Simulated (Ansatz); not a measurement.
YRh, in the lowest among the structures calculated here: Pm-3m (No. 221), cP2, CsCl type; a = b = c = 3.383 Å, α = β = γ = 90.00°; Y 1b (0.500, 0.500, 0.500); Rh 1a (0.000, 0.000, 0.000). All values below come from PBEsol (plane waves to 420 eV, PAW, scalar-relativistic; Ansatz, an electronic-structure program). Element references, the lowest calculated here: Y (R-3m, not the ambient form), Rh (Fm-3m).

Total energies (eV/atom, σ → 0; comparable only within this code, potentials and settings):

```csv
phase,E (eV/atom)
YRh (Pm-3m),-5067.711
Y (R-3m),-3795.074
Rh (Fm-3m),-6338.746
```

Task: What is the formation energy of this Pm-3m form of YRh from the elements?

Result: E_f = -5067.711 − [1 × (-3795.074) + 1 × (-6338.746)] / 2 = -0.80 eV/atom (-1.6 eV per formula unit).

Static energies, no anion corrections, no zero-point energy. Values are rounded to 0.01 eV/atom. The compounds carry no spin polarisation.
